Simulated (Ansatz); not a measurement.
SnTe (rock salt), conventional cell a = b = c = 6.409 Å, α = β = γ = 90.00°. The calculation uses the primitive cell of 2 atoms, to which meshes and values per cell refer.

This relaxed cell (volume V₀) is scaled evenly in all directions, its shape held. Symmetry pins the atoms to their sites.

All values below come from PBE (plane waves to 420 eV, PAW, scalar-relativistic; Ansatz, a quantum-chemistry and plane-wave program). k mesh 13×13×13 (Γ-centred), Fermi-Dirac smearing 0.05 eV. Stress and pressure are positive under compression. SnTe was relaxed with its symmetry unable to fall. Spin-orbit coupling is left out, though Te is heavy. The PAW data are Ansatz's earlier set. 

| V/V₀ | P (GPa) |
|---|---|
| 0.900 | … |
| 0.920 | 4.07 |
| 0.940 | 2.88 |
| 0.960 | … |
| 0.980 | 0.86 |
| 1.000 | 0.01 |
| 1.020 | -0.76 |
| 1.040 | … |
| 1.060 | -2.07 |
| 1.080 | -2.62 |
| 1.100 | -3.12 |

Problem. Complete the blanks.

Solution. 
- 0.900, P (GPa): 5.39
- 0.960, P (GPa): 1.81
- 1.040, P (GPa): -1.45

(A scan under strain: stresses follow from slopes of the energy per volume, elastic moduli from its curvatures.)
